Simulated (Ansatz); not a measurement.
Space group P-6m2 (No. 187). a = 2.943 Å, b = 2.943 Å, c = 11.383 Å, α = 90.00°, β = 90.00°, γ = 120.00°
```json
{"atom": "Ti", "site": "1b", "symmetry": "-6m2", "x": "0.0000", "y": "0.0000", "z": "0.5000"}
{"atom": "Ta", "site": "1a", "symmetry": "-6m2", "x": "0.0000", "y": "0.0000", "z": "0.0000"}
{"atom": "Ta", "site": "2g", "symmetry": "3m.", "x": "0.0000", "y": "0.0000", "z": "0.2550"}
{"atom": "N", "site": "2i", "symmetry": "3m.", "x": "0.6667", "y": "0.3333", "z": "0.8733"}
{"atom": "N", "site": "2i", "symmetry": "3m.", "x": "0.6667", "y": "0.3333", "z": "0.3779"}
```

Equation of state of this Ta3TiN4 structure (not necessarily the ground state), with shape and atoms relaxed at each volume where symmetry leaves them free. It has no gap at any of these volumes. The calculation used Ansatz, DFT PBE, scalar-relativistic, plane waves, PAW.

Settings: cutoff 420 eV, Γ-centred mesh 12×12×4 on the computed 8-atom cell, Gaussian smearing of 0.10 eV; collinear spin from starting moments 0.3 0.0 0.0 0.0 0.0 0.0 0.0 0.0 μB.

```tsv
V (Å³/atom)	E − E(largest V) (meV/atom)	P (GPa)
9.390	98.29	52.05
9.710	11.12	35.76
10.030	-45.98	21.89
10.350	-77.50	10.07
10.670	-87.21	0.00
10.990	-78.35	-8.59
11.310	-53.62	-15.91
11.737	0.00	-23.98
```

Q: Fit a third-order Birch–Murnaghan equation, E = E0 + (9V0B0/16)·[(x − 1)³B0' + (x − 1)²(6 − 4x)] with x = (V0/V)^(2/3), to E(V).

A: V0 = 10.67 Å³/atom, B0 = 309 GPa, B0' = 4.3.

Spin-orbit coupling is left out, which matters for the bands of heavy elements.

The cell was found from a structure generator's guess, not taken from experiment.
